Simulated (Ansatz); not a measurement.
Y (hcp, Mg type)

```
Y
1.0
    3.68257     0.00000     0.00000
   -1.84129     3.18920     0.00000
    0.00000     0.00000     5.69848
Y
2
Direct
  0.33333   0.66667   0.75000
  0.66667   0.33333   0.25000
```

The slice is a (0001) plane (indices of the conventional cell) through the point (0.333, 0.667, 0.750) (fractional), spanned by u = [110] and v = [1 -1 0] in vectors of this cell: u (3.68 Å) and v (6.38 Å, at 90° to u). It covers one period; positions are fractions (u, v).

Calculation: r2SCAN (plane waves to 500 eV, PAW, scalar-relativistic; Ansatz, a quantum-chemistry and plane-wave program). k mesh 15×15×8. Inside the PAW spheres the values are not all-electron values, and peaks at nuclei hang on which shells count as valence. Y is run without spin polarisation. Y was relaxed with its symmetry unable to fall.

Question: What is the ELF at the midpoint of the shortest Y–Y line in this plane (3.68 Å)?

Answer: 0.27.

Question: What is the valence density on the shortest Y–Y line in this plane (3.68 Å), at its midpoint?

Answer: 0.09 e/Å³.

Question: Predict the map of the electrostatic potential energy of an electron, from the cell's mean on the slice.

Answer: 
```
|xxxxx  =###=  xxxx|
|xxxxx .+#%#+. xxxx|
|xxxx  -*%@%*-  xxx|
|xxx  .+#@@@#+.  xx|
|x   .=*%@@@%*=.   |
|   :=*#@@@@@#*=:  |
|--=+*#%%%@%%%#*+=-|
|***#############**|
|%%%##*+=====+*##%%|
|@%%#*=:     :=*#%%|
|@%%*=.   x   .=*%%|
|%%#=.  xxxxx  .=#%|
|%#*:  xxxxxxx  :*#|
|##+. xxxxxxxxx .+#|
|#*=  xxxxxxxxx  =*|
|#*=  xxxxxxxxx  =*|
|##=  xxxxxxxxx  =#|
|%#+. xxxxxxxxx .+#|
|@%*-  xxxxxxx  -*%|
|@@#+.  xxxxx  .+#@|
|@@%*=.   x   .=*%@|
|@@@#*=:     :=*#@@|
|@%%%#*+=---=+*#%%%|
|#######*****######|
|===+*##%%%%%##*+==|
|   :=*#%%@%%#*=:  |
|x   .=*%%@%%*=.   |
|xxx  .=#%%%#=.  xx|
|xxxx  :*#%#*:  xxx|
|xxxxx .+###+. xxxx|
|xxxxx  =*#*=  xxxx|
|xxxxx  =*#*=  xxxx|
```
Scale: ten equal steps from 0.00 (start of ' ') to 8.04 (end of '@'), in the order ' .:-=+*#%@'. Values: electrostatic potential energy of an electron, from the cell's mean, in eV. The map has 18 points along u (one character each, u = 0 at the left) and 32 along v (v = 0 in the bottom row). Points within 1 Å of a nucleus are blanked (x), as the pseudised field means little there. Values under 0 eV are set to 0. The zero, the cell's mean, hangs on the PAW cores.
